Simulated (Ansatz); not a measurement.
ScF3:
```
ScF3
1.0
    4.03341     0.00000     0.00000
    0.00000     4.03341     0.00000
    0.00000     0.00000     4.03341
Sc F
1 3
Direct
  0.00000   0.00000   0.00000
  0.00000   0.00000   0.50000
  0.50000   0.00000   0.00000
  0.00000   0.50000   0.00000
```

Relaxed with r²SCAN.

### Question
Give the Bader charges and basin volumes of the independent atoms, the program Ansatz at the r²SCAN level (PAW).

### Answer


```json
[
 {"atom": "Sc1", "Bader charge (e)": "+2.29", "Bader volume (Å³)": "8.2"},
 {"atom": "F2", "Bader charge (e)": "-0.76", "Bader volume (Å³)": "16.8"}
]
```

Space group Pm-3m (ReO3 type). The workflow started from a Materials Project entry (that database holds measured and hypothetical structures alike); the Crystallography Open Database files this formula in space group No. 221, but the cells were not matched. Whether it is the stable phase at ambient conditions was not checked. The r²SCAN relaxation kept the symmetry of its start; phonons show weakly imaginary modes. The run is not spin-polarised.

Potentials: the earlier of the program's two PAW sets. The files were generated under PBE; for other functionals the program regenerates the frozen cores, and for LDA and PBEsol the local potential too.
